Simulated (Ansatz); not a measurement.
TaRh$_{3}$:
```cif
data_Rh3Ta
_chemical_formula_sum 'Rh3 Ta1'
_space_group_name_H-M_alt 'P 1'
_space_group_IT_number 1
_cell_length_a 3.86385
_cell_length_b 3.86385
_cell_length_c 3.86385
_cell_angle_alpha 90.000
_cell_angle_beta 90.000
_cell_angle_gamma 90.000
loop_
_space_group_symop_operation_xyz
  'x, y, z'
loop_
_atom_site_label
_atom_site_type_symbol
_atom_site_fract_x
_atom_site_fract_y
_atom_site_fract_z
_atom_site_occupancy
Rh1 Rh 0.00000 0.50000 0.50000 1
Rh2 Rh 0.50000 0.00000 0.50000 1
Rh3 Rh 0.50000 0.50000 0.00000 1
Ta1 Ta 0.00000 0.00000 0.00000 1
```

Relaxed with r²SCAN.

**Question.** Tabulate the valence density and the electron localisation function along the shortest Rh–Ta contact (2.73 Å), DFT-r²SCAN in the program Ansatz with PAW potentials.

**Answer.** 

```csv
distance from Rh (Å),density (e/Å³),ELF
0.27,12.12,0.77
0.41,9.31,0.76
0.55,6.29,0.71
0.68,3.68,0.63
0.82,1.84,0.50
0.96,0.91,0.37
1.09,0.57,0.31
1.23,0.41,0.32
1.37,0.35,0.29
1.50,0.36,0.21
1.64,0.44,0.18
1.78,0.75,0.30
1.91,1.51,0.55
2.05,2.68,0.72
2.19,3.89,0.73
2.32,4.52,0.59
2.46,4.25,0.28
```

The density is the valence pseudo-density with augmentation charge, so density and ELF within about 1 Å of a nucleus are not all-electron values.

Space group Pm-3m (Cu3Au type). The workflow started from an entry of the Crystallography Open Database (COD). Its standing as an ambient phase is unchecked. The r²SCAN relaxation kept the symmetry of its start; whether a distortion lowers the energy is not shown. The run is not spin-polarised. Scalar-relativistic: spin–orbit coupling is off unless named, which matters more the heavier the elements.

Potentials: the later of the program's two PAW sets.
